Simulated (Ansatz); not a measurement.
Na (Im-3m), clamped-ion strain scan

Computed with Ansatz 0.2.0, DFT PBEsol, scalar-relativistic, plane waves, PAW. The runs took a 420 eV cutoff, a Γ-centred 16×16×16 mesh and Gaussian smearing (0.15 eV). No spin polarisation. Energies are free energies at this smearing, counted from the undisturbed cell; pressure is positive in compression.

Reference structure (as given, not relaxed at this level; it stands at -0.3 GPa):

```
CELL_PARAMETERS angstrom
-2.11750 2.11750 2.11750
2.11750 -2.11750 2.11750
2.11750 2.11750 -2.11750
ATOMIC_POSITIONS crystal
Na 0.00000 0.00000 0.00000
```

The cell is strained by ε times the Voigt pattern (0, 0, 0, 0, 0, 1) (xx, yy, zz, yz, xz, xy; engineering shear) with fractional coordinates fixed. The cell is metallic on the mesh throughout.

Problem. Over the sampled range (-0.0600 to 0.0525), is the undisturbed cell the lowest point?

Solution. Yes, every other sampled point lies higher (or within rounding).

The scan:

| ε | ΔE (meV/atom) |
| --- | --- |
| -0.0600 | 2.6 |
| -0.0300 | 0.6 |
| 0.0000 | 0.0 |
| 0.0150 | 0.2 |
| 0.0450 | 1.5 |
| 0.0525 | 2.0 |